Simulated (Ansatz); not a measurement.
AlAu:
```
AlAu
1.0
    6.32416     0.00000     0.00000
    0.00000     3.40519     0.00000
   -0.29515     0.00000     6.37038
Al Au
4 4
Direct
  0.55041   0.75000   0.82141
  0.44959   0.25000   0.17859
  0.91936   0.75000   0.31963
  0.08064   0.25000   0.68037
  0.30865   0.75000   0.47836
  0.69135   0.25000   0.52164
  0.18778   0.75000   0.00574
  0.81222   0.25000   0.99426
```

Relaxed with r²SCAN.

Task: Tabulate the valence density and the electron localisation function along the shortest Au–Au contact (2.92 Å), the program Ansatz at the r²SCAN level (PAW).

Result: 

| distance from Au (Å) | density (e/Å³) | ELF |
|---|---|---|
| 0.29 | 11.61 | 0.68 |
| 0.44 | 8.67 | 0.61 |
| 0.58 | 5.78 | 0.56 |
| 0.73 | 3.31 | 0.49 |
| 0.88 | 1.49 | 0.40 |
| 1.02 | 0.70 | 0.30 |
| 1.17 | 0.43 | 0.24 |
| 1.31 | 0.31 | 0.24 |
| 1.46 | 0.28 | 0.25 |
| 1.61 | 0.31 | 0.24 |
| 1.75 | 0.43 | 0.24 |
| 1.90 | 0.70 | 0.30 |
| 2.04 | 1.49 | 0.40 |
| 2.19 | 3.31 | 0.49 |
| 2.34 | 5.78 | 0.56 |
| 2.48 | 8.67 | 0.61 |
| 2.63 | 11.61 | 0.68 |

The density is the valence pseudo-density with augmentation charge, so density and ELF within about 1 Å of a nucleus are not all-electron values.

Space group P2_1/m. The workflow started from a Materials Project entry (that database holds measured and hypothetical structures alike); the Crystallography Open Database copy checked does not list it. Its standing as an ambient phase is unchecked. The cell was relaxed with r²SCAN under the symmetry of its start; its stability against distortions is not shown here. Spin–orbit coupling is left out wherever it is not named.

Potentials: the later of the program's two PAW sets.
